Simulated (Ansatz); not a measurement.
**What a trial cell of NbPdSe3 relaxes into**

Method: DFT PBE, scalar-relativistic, plane waves, PAW (Ansatz 0.2.0). Cutoff 420 eV, Gaussian smearing, Γ-centred meshes. Cell and atoms relax first on a coarse mesh and then on a finer one. In between, the cell is made exact in the group found at 0.06 Å. In metals the finer mesh still leaves noise of several meV/atom or more. The steps can't lower the symmetry of their start. Collinear spin is switched on along the way, since trial moments persisted in a coarse test.

The guess for NbPdSe3 was made by a generator: random cell by space group and Wyckoff sites (P6/mmm, No. 191). The dimensions are guesses.

```xyz
5
Lattice="7.3399 0.0000 0.0000 -3.6699 6.3565 0.0000 0.0000 0.0000 4.7897" Properties=species:S:1:pos:R:3 pbc="T T T"
Nb    0.0000    0.0000    0.0000
Pd    0.0000    0.0000    2.3948
Se    3.6699    0.0000    2.3948
Se   -1.8350    3.1783    2.3948
Se    1.8350    3.1783    2.3948
```

Energies over the elements count from the elements' standard structures at the same level, with no fitted energy shifts.

**Question.** Where does the relaxation end?

**Answer.** The symmetry stays P6/mmm (No. 191). The volume per atom shrinks by 38.5 %, from 44.7 to 27.5 Å³. The shortest distance goes from 2.39 Å (Nb–Pd) to 2.53 Å (Nb–Pd). The ratio c/a of the conventional cell changes by a factor of 1.38. The energy falls by about 1.0 eV/atom (the start's value is from the coarse mesh). Conventional cell: a = 5.601 Å, c = 5.057 Å. Nb has 2 Pd at 2.53 Å; Pd has 2 Nb at 2.53 Å and 6 Se at 2.80 Å; Se has 4 Se at 2.80 Å and 2 Pd at 2.80 Å.

```
Nb Pd Se
1.0
     5.60145    0.00000    0.00000
    -2.80072    4.85099    0.00000
     0.00000    0.00000    5.05657
Nb Pd Se
1 1 3
Direct
  0.00000 0.00000 0.00000
  0.00000 0.00000 0.50000
  0.50000 0.00000 0.50000
  0.00000 0.50000 0.50000
  0.50000 0.50000 0.50000
```

**Question.** Give its energy and gap.

**Answer.** The formation energy is +0.96 eV/atom and the gap on the 12×12×8 mesh of the 5-atom cell is 0 eV (a metal). The net moment per atom is 0.61 μB. The moment by site is Nb -1.9 μB.

The separate elements lie lower, so it is unstable against them.

The last run used collinear spin and Gaussian smearing of 0.10 eV. The reference form of Se is held partly by dispersion forces, which this level lacks. The magnetic state reached may not be the lowest. Symmetry constrained the relaxation, so the result can be a saddle point. Another cell of NbPdSe3 relaxed alike but without spin, in P4mm, lies 1.34 eV/atom lower, so this cell isn't the stable form at this level. Site moments count only spheres around the atoms; the net moment includes the space between them.
